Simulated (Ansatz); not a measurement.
A relaxation computed with Ansatz, from input to last step.

```yaml
crystal:
  lattice:
    - [4.9137554827, 2.8369580507, 3.8227348135]
    - [-4.9137554827, 2.8369580507, 3.8227348135]
    - [0.0, -5.6739161014, 3.8227348135]
  atoms:
    - { symbol: Mo, position: [0.2351071426, 0.4140906229, 0.5482005342] }
    - { symbol: Mo, position: [0.5482005342, 0.2351071426, 0.4140906229] }
    - { symbol: Mo, position: [0.4140906229, 0.5482005342, 0.2351071426] }
    - { symbol: Mo, position: [0.7648928574, 0.5859093771, 0.4517994658] }
    - { symbol: Mo, position: [0.4517994658, 0.7648928574, 0.5859093771] }
    - { symbol: Mo, position: [0.5859093771, 0.4517994658, 0.7648928574] }
    - { symbol: Se, position: [0.3867006714, 0.1251955588, 0.7383120192] }
    - { symbol: Se, position: [0.7383120192, 0.3867006714, 0.1251955588] }
    - { symbol: Se, position: [0.1251955588, 0.7383120192, 0.3867006714] }
    - { symbol: Se, position: [0.6132993286, 0.8748044412, 0.2616879808] }
    - { symbol: Se, position: [0.2616879808, 0.6132993286, 0.8748044412] }
    - { symbol: Se, position: [0.8748044412, 0.2616879808, 0.6132993286] }
    - { symbol: Se, position: [0.2204546068, 0.2204546068, 0.2204546068] }
    - { symbol: Se, position: [0.7795453932, 0.7795453932, 0.7795453932] }
basis:
  ecutwfc: 500
kpoints:
  mp_grid: { grid: [6, 6, 6] }
hamiltonian:
  xc: r2scan
scf:
  occupations: { method: gaussian, width: 0.1 }
output:
  forces: true
  stress: true
  eigenvalues: true
  write_density: true
  write_potential: true
  elf: true
  volumetric_format: npy
relax:
  adjacent_minimum: "off"
  f_tol: 0.01
  max_steps: 30
  cell: { stress_tol: 0.1, fix: [volume] }
```

```bash
ansatz run input.yaml --threads 4 --pin off --max-ram 10240MiB --backend cpu --events-out ev --progress --plain --runs-dir out
```

Theory: Ansatz 0.2.0, DFT r2SCAN, scalar-relativistic, plane waves, PAW.

The volume is held at 1.03 times that of the relaxed cell.

Of 6 frames 5 are shown, positions in Å and forces in eV/Å; the SCF threshold varies from step to step. Steps run on the plane waves of an earlier cell, with a Pulay correction in the pressure. The basis is chosen afresh for the last frame, the zero of the energies, and at times for earlier ones too; energy and pressure can step there, also at an unchanged geometry. Where two frames share a geometry here, they differ by under 2 meV/atom and 0.3 GPa.

```xyz
14
Lattice="4.9138 2.8370 3.8227 -4.9138 2.8370 3.8227 0.0000 -5.6739 3.8227" Properties=species:S:1:pos:R:3:forces:R:3 pbc="T T T" step=1 free_energy_over_end_meV_per_atom=5.61 pressure_GPa=-3.51
Mo   -0.8795   -1.2687    4.5773    0.2005    0.2923    0.1740
Mo    1.5385   -0.1273    4.5773   -0.3534    0.0275    0.1740
Mo   -0.6590    1.3960    4.5773    0.1529   -0.3198    0.1740
Mo    0.8795    1.2687    6.8909   -0.2005   -0.2923   -0.1740
Mo   -1.5385    0.1273    6.8909    0.3534   -0.0275   -0.1740
Mo    0.6590   -1.3960    6.8909   -0.1529    0.3198   -0.1740
Se    1.2850   -2.7369    4.7792   -0.0610    0.3359    0.0371
Se    1.7277    2.4813    4.7792   -0.2604   -0.2208    0.0371
Se   -3.0127    0.2556    4.7792    0.3214   -0.1151    0.0371
Se   -1.2850    2.7369    6.6890    0.0610   -0.3359   -0.0371
Se   -1.7277   -2.4813    6.6890    0.2604    0.2208   -0.0371
Se    3.0127   -0.2556    6.6890   -0.3214    0.1151   -0.0371
Se    0.0000    0.0000    2.5282    0.0000    0.0000    0.4882
Se    0.0000    0.0000    8.9400    0.0000    0.0000   -0.4882
14
Lattice="4.9210 2.8411 3.8115 -4.9210 2.8411 3.8115 0.0000 -5.6823 3.8115" Properties=species:S:1:pos:R:3:forces:R:3 pbc="T T T" step=2 free_energy_over_end_meV_per_atom=5.53 pressure_GPa=1.77
Mo   -0.8405   -1.2593    4.5975   -0.2242   -0.4298   -0.1906
Mo    1.5108   -0.0982    4.5975    0.4843    0.0208   -0.1906
Mo   -0.6703    1.3575    4.5975   -0.2601    0.4090   -0.1906
Mo    0.8405    1.2593    6.8370    0.2242    0.4298    0.1906
Mo   -1.5108    0.0982    6.8370   -0.4843   -0.0208    0.1906
Mo    0.6703   -1.3575    6.8370    0.2601   -0.4090    0.1906
Se    1.3261   -2.6656    4.7463    0.0223   -0.3273   -0.0188
Se    1.6455    2.4812    4.7463    0.2724    0.1829   -0.0188
Se   -2.9716    0.1844    4.7463   -0.2946    0.1444   -0.0188
Se   -1.3261    2.6656    6.6881   -0.0223    0.3273    0.0188
Se   -1.6455   -2.4812    6.6881   -0.2724   -0.1829    0.0188
Se    2.9716   -0.1844    6.6881    0.2946   -0.1444    0.0188
Se    0.0000    0.0000    2.5841    0.0000    0.0000   -0.4506
Se    0.0000    0.0000    8.8504    0.0000    0.0000    0.4506
14
Lattice="4.9209 2.8411 3.8116 -4.9209 2.8411 3.8116 0.0000 -5.6822 3.8116" Properties=species:S:1:pos:R:3:forces:R:3 pbc="T T T" step=3 free_energy_over_end_meV_per_atom=0.05 pressure_GPa=-1.02
Mo   -0.8608   -1.2666    4.5792    0.0256    0.0297    0.0415
Mo    1.5273   -0.1122    4.5792   -0.0385    0.0073    0.0415
Mo   -0.6665    1.3788    4.5792    0.0130   -0.0370    0.0415
Mo    0.8608    1.2666    6.8556   -0.0256   -0.0297   -0.0415
Mo   -1.5273    0.1122    6.8556    0.0385   -0.0073   -0.0415
Mo    0.6665   -1.3788    6.8556   -0.0130    0.0370   -0.0415
Se    1.3037   -2.7020    4.7550   -0.0152    0.0046    0.0117
Se    1.6881    2.4800    4.7550    0.0036   -0.0155    0.0117
Se   -2.9918    0.2219    4.7550    0.0116    0.0108    0.0117
Se   -1.3037    2.7020    6.6798    0.0152   -0.0046   -0.0117
Se   -1.6881   -2.4800    6.6798   -0.0036    0.0155   -0.0117
Se    2.9918   -0.2219    6.6798   -0.0116   -0.0108   -0.0117
Se    0.0000    0.0000    2.5508    0.0000    0.0000    0.0082
Se    0.0000    0.0000    8.8840    0.0000    0.0000   -0.0082
14
Lattice="4.9209 2.8411 3.8117 -4.9209 2.8411 3.8117 0.0000 -5.6821 3.8117" Properties=species:S:1:pos:R:3:forces:R:3 pbc="T T T" step=4 free_energy_over_end_meV_per_atom=0.00 pressure_GPa=-0.89
Mo   -0.8606   -1.2659    4.5830    0.0081    0.0070   -0.0020
Mo    1.5266   -0.1124    4.5830   -0.0101    0.0035   -0.0020
Mo   -0.6660    1.3783    4.5830    0.0020   -0.0105   -0.0020
Mo    0.8606    1.2659    6.8521   -0.0081   -0.0070    0.0020
Mo   -1.5266    0.1124    6.8521    0.0101   -0.0035    0.0020
Mo    0.6660   -1.3783    6.8521   -0.0020    0.0105    0.0020
Se    1.3024   -2.7027    4.7542   -0.0089    0.0012    0.0015
Se    1.6894    2.4793    4.7542    0.0034   -0.0083    0.0015
Se   -2.9919    0.2234    4.7542    0.0054    0.0071    0.0015
Se   -1.3024    2.7027    6.6809    0.0089   -0.0012   -0.0015
Se   -1.6894   -2.4793    6.6809   -0.0034    0.0083   -0.0015
Se    2.9919   -0.2234    6.6809   -0.0054   -0.0071   -0.0015
Se    0.0000    0.0000    2.5544    0.0000    0.0000   -0.0018
Se    0.0000    0.0000    8.8808    0.0000    0.0000    0.0018
14
Lattice="4.9228 2.8422 3.8086 -4.9228 2.8422 3.8086 0.0000 -5.6844 3.8086" Properties=species:S:1:pos:R:3:forces:R:3 pbc="T T T" step=6 free_energy_over_end_meV_per_atom=0.00 pressure_GPa=-0.88
Mo   -0.8606   -1.2652    4.5776   -0.0018   -0.0020    0.0067
Mo    1.5260   -0.1127    4.5776    0.0027   -0.0005    0.0067
Mo   -0.6654    1.3779    4.5776   -0.0009    0.0026    0.0067
Mo    0.8606    1.2652    6.8482    0.0018    0.0020   -0.0067
Mo   -1.5260    0.1127    6.8482   -0.0027    0.0005   -0.0067
Mo    0.6654   -1.3779    6.8482    0.0009   -0.0026   -0.0067
Se    1.3007   -2.7028    4.7502   -0.0005   -0.0011   -0.0019
Se    1.6903    2.4779    4.7502    0.0012    0.0001   -0.0019
Se   -2.9911    0.2249    4.7502   -0.0007    0.0009   -0.0019
Se   -1.3007    2.7028    6.6757    0.0005    0.0011    0.0019
Se   -1.6903   -2.4779    6.6757   -0.0012   -0.0001    0.0019
Se    2.9911   -0.2249    6.6757    0.0007   -0.0009    0.0019
Se    0.0000    0.0000    2.5488    0.0000    0.0000   -0.0065
Se    0.0000    0.0000    8.8770    0.0000    0.0000    0.0065
```

It took 6.1 min on 4 threads of Intel(R) Xeon(R) Platinum 8259CL CPU @ 2.50GHz (Skylake/Cascade Lake), on a shared host, peak memory 2.8 GiB.